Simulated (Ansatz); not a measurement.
Ansatz (a first-principles code) input:

Ansatz 0.2 input:
```yaml
crystal:
  lattice:
    - [2.8347902294, 0.0, 0.0]
    - [0.0, 2.8347902294, 0.0]
    - [0.0, 0.0, 3.5364550392]
  atoms:
    - { symbol: Cu, position: [0.5, 0.5, 0.5] }
    - { symbol: Au, position: [0.0, 0.0, 0.0] }
kpoints:
  mp_grid: { grid: [11, 11, 9] }
  band_path:
    path:
      - [[0.0, 0.0, 0.0], [0.0, 0.5, 0.0], [0.5, 0.5, 0.0], [0.0, 0.0, 0.0], [0.0, 0.0, 0.5], [0.0, 0.5, 0.5], [0.5, 0.5, 0.5], [0.0, 0.0, 0.5]]  # Γ-X-M-Γ-Z-R-A-Z
      - [[0.0, 0.5, 0.0], [0.0, 0.5, 0.5]]  # X-R
      - [[0.5, 0.5, 0.0], [0.5, 0.5, 0.5]]  # M-A
    npoints: 8
basis: { xc_grid: 2 }
hamiltonian:
  xc: pbesol
  pseudopotentials: { azcp: { folder: ./paw }, kind: paw_fr }
magnetization: { noncollinear: true, spin_orbit: true }
scf:
  n_extra_bands: 12
  convergence: { dr2_threshold: 0.0000000001 }
  occupations: { method: gaussian, width: 0.05 }
output: { eigenvalues: true }
```

Output (shortened):

```
Pseudopotential: Cu, paw, valence charge 19
Pseudopotential: Au, paw, valence charge 19
Functional definition: PBEsol
non-collinear run that drives no moment, with spin-orbit …
Crystal: 2 atoms, lattice volume = 28.419 Å³
Basis set: ecut = 420 eV, 543 PW (Γ), exchange–correlation on 40×40×48 points (8 copies of the dense FFT grid, shifted against one another)
Bands: 50, of which v1, the nominal top of the filled ones, is band 38 counted from 1 (37 counted from 0)
Symmetry: 16 space group operations + 16 with time reversal
k-points: 105 of 1089
Projection manifold: j_resolved (fully-relativistic pseudo-atomic orbitals)
SCF iter   1: F=—  HF=-19638.178296 eV  |F-HF|=—  |Δ(HF+E_count)|=         —  Δρ=1.97e-1  dr2=1.55e1  dr2_m=0.00e0 (ungated)  ethr=3.10e-3  |M|=0.00e0 ∫|m|=0.00e0 μB  |m|>n=0.0e0 m-floor=0.0e0 τ_xc=0.0e0  β_m=0.30  ⟨swp⟩=6.5  Hψ=11581  notcnv=0  defer=124
preconditioner: auto → none
SCF iter   2: F=—  HF=-19635.814653 eV  |F-HF|=—  |Δ(HF+E_count)|=    2.36e0  Δρ=1.99e-1  dr2=7.88e0  dr2_m=0.00e0 (ungated)  ethr=3.10e-3  |M|=0.00e0 ∫|m|=0.00e0 μB  |m|>n=0.0e0 m-floor=0.0e0 τ_xc=0.0e0  β_m=0.25  ⟨swp⟩=3.0  Hψ=5544  notcnv=0  defer=642
preconditioner: auto → Kerker (q_TF=auto, 2.864 Å⁻¹)
spin=Noncollinear: Kerker preconditioning applied to the charge; magnetization (m_x, m_y, m_z) channels mix plain (no charge-response kernel on spin).
SCF iter   3: F=—  HF=-19635.039643 eV  |F-HF|=—  |Δ(HF+E_count)|=   7.75e-1  Δρ=3.87e-2  dr2=5.49e-1  dr2_m=0.00e0 (ungated)  ethr=3.10e-3  |M|=0.00e0 ∫|m|=0.00e0 μB  |m|>n=0.0e0 m-floor=0.0e0 τ_xc=0.0e0  β_m=0.27  ⟨swp⟩=2.5  Hψ=4527  notcnv=0  defer=638
SCF iter   4: F=—  HF=-19634.948130 eV  |F-HF|=—  |Δ(HF+E_count)|=   9.15e-2  Δρ=2.64e-2  dr2=1.27e-1  dr2_m=0.00e0 (ungated)  ethr=1.44e-3  |M|=0.00e0 ∫|m|=0.00e0 μB  |m|>n=0.0e0 m-floor=0.0e0 τ_xc=0.0e0  β_m=0.55  ⟨swp⟩=2.0  Hψ=3355  notcnv=0  defer=636
SCF iter   5: F=—  HF=-19634.930878 eV  |F-HF|=—  |Δ(HF+E_count)|=   1.73e-2  Δρ=4.03e-3  dr2=5.18e-3  dr2_m=0.00e0 (ungated)  ethr=3.34e-4  |M|=0.00e0 ∫|m|=0.00e0 μB  |m|>n=0.0e0 m-floor=0.0e0 τ_xc=0.0e0  β_m=0.56  ⟨swp⟩=2.8  Hψ=3657  notcnv=0  defer=636
SCF iter   6: F=—  HF=-19634.933194 eV  |F-HF|=—  |Δ(HF+E_count)|=   2.32e-3  Δρ=2.50e-3  dr2=6.19e-4  dr2_m=0.00e0 (ungated)  ethr=1.36e-5  |M|=0.00e0 ∫|m|=0.00e0 μB  |m|>n=0.0e0 m-floor=0.0e0 τ_xc=0.0e0  β_m=0.78  ⟨swp⟩=2.0  Hψ=3217  notcnv=0  defer=636
SCF iter   7: F=—  HF=-19634.934310 eV  |F-HF|=—  |Δ(HF+E_count)|=   1.12e-3  Δρ=1.00e-3  dr2=2.81e-4  dr2_m=0.00e0 (ungated)  ethr=1.63e-6  |M|=0.00e0 ∫|m|=0.00e0 μB  |m|>n=0.0e0 m-floor=0.0e0 τ_xc=0.0e0  β_m=0.78  ⟨swp⟩=2.0  Hψ=3690  notcnv=0  defer=636
SCF iter   8: F=—  HF=-19634.934274 eV  |F-HF|=—  |Δ(HF+E_count)|=   3.59e-5  Δρ=3.91e-4  dr2=3.73e-5  dr2_m=0.00e0 (ungated)  ethr=7.38e-7  |M|=0.00e0 ∫|m|=0.00e0 μB  |m|>n=0.0e0 m-floor=0.0e0 τ_xc=0.0e0  β_m=0.89  ⟨swp⟩=1.0  Hψ=2307  notcnv=0  defer=636
SCF iter  12: F=-19634.934271 eV  HF=-19634.934271 eV  |F-HF|=1.24e-10  |Δ(HF+E_count)|=  3.17e-10  Δρ=6.46e-7  dr2=9.41e-11  dr2_m=0.00e0 (ungated)  ethr=1.00e-12  |M|=0.00e0 ∫|m|=0.00e0 μB  |m|>n=0.0e0 m-floor=0.0e0 τ_xc=0.0e0  ⟨swp⟩=7.8  Hψ=10445  notcnv=0
SCF 1 converged in 12 iterations: F = -19634.934271 eV  dr2 = 9.41e-11
NSCF: frozen V_eff on 75 k-points
SCF converged after 12 iterations
Magnetization: |M| = 0.0000 μB,  M = (+0.0000, +0.0000, +0.0000) μB
Absolute magnetization: 0.0000 μB (∫|m|)
  site 0: m = (+0.0000, +0.0000, +0.0000) μB, |m| = 0.0000 μB  (R = 1.10 Å)
  site 1: m = (+0.0000, +0.0000, +0.0000) μB, |m| = 0.0000 μB  (R = 1.10 Å)
Free energy (F): -19634.934271 eV
Harris-Foulkes:  -19634.934271 eV  (|F-HF|=1.24e-10)
Internal energy: -19634.933382 eV  (E = F + TS)
E sigma→0 (E₀):  -19634.933827 eV
Entropy (-TS):   -0.000889 eV (-0.444 meV/atom)
Fermi energy:    19.245587 eV
--- Per-component energies (eV) ---
  E_band       = -558.066142
  E_kinetic    = 834.172103
  E_local      = -6264.223999  (includes V_loc(G=0)·N_el)
  E_nonlocal   = 990.747314
  E_hartree    = 2683.087749
  E_xc         = -281.549244
  E_vxc        = -348.525724  (∫ρ·V_xc dr)
  E_paw        = -11399.485792  (= ΣΔE_a)
  E_vpaw       = -1136.412811  (= ΣTr[D̂ρ^β])
  E_aug_tail   = 0.002012  (compensation charges beyond the density's cutoff)
  E_ewald      = -6198.205719
  E_core_change = 0.522194  (= ΣΔE_core)
  E_smearing   = -0.000889  (= −TS)
  E_closure    =  0.000000  (closes the sum)
  Σ components = -19634.934271   (vs F -19634.934271, Δ=0.00e0)
  [band-id]    e_kinetic+e_local+e_nonlocal+2·e_hartree+e_vxc+e_vpaw+e_augmentation_tail = -558.065608   (vs E_band -558.066142, Δ=5.34e-4)
--- Band table (eV; the first three rows and the last of 105) ---
  k-point 0: bands = ["-92.8098", "-92.8098", "-86.6793", "-86.6793", "-52.1040", "-52.1040", "-50.3321", "-50.3321", "-49.5103", "-49.5103", "-49.5021", "-49.5021", "-33.7049", "-33.7049", "-33.6643", "-33.6643", "9.1392", "9.1392", "12.3085", "12.3085", …
  k-point 1: bands = ["-92.8098", "-92.8098", "-86.6793", "-86.6793", "-52.1039", "-52.1039", "-50.3323", "-50.3323", "-49.5104", "-49.5104", "-49.5021", "-49.5021", "-33.7061", "-33.7061", "-33.6643", "-33.6643", "9.3047", "9.3047", "12.3412", "12.3412", …
  k-point 2: bands = ["-92.8098", "-92.8098", "-86.6792", "-86.6792", "-52.1038", "-52.1038", "-50.3327", "-50.3327", "-49.5106", "-49.5106", "-49.5021", "-49.5021", "-33.7088", "-33.7088", "-33.6641", "-33.6641", "9.7767", "9.7767", "12.4273", "12.4273", …
  k-point 104: bands = ["-92.8078", "-92.8078", "-86.6688", "-86.6688", "-52.1115", "-52.1115", "-50.3696", "-50.3696", "-49.5176", "-49.5176", "-49.5142", "-49.5142", "-33.8342", "-33.8342", "-33.7471", "-33.7471", "12.3466", "12.3466", "12.8643", "12.8643", …
```

Cost: around 30 core-seconds (rough) on shared cores.

Space group P4/mmm (L1₀ or tetragonal B2). The PBEsol relaxation kept the symmetry of its start; of distortions, only those at the zone centre were tested. The run is not spin-polarised.

Potentials: the earlier of the program's two PAW sets.

Ansatz is a plane-wave DFT program.
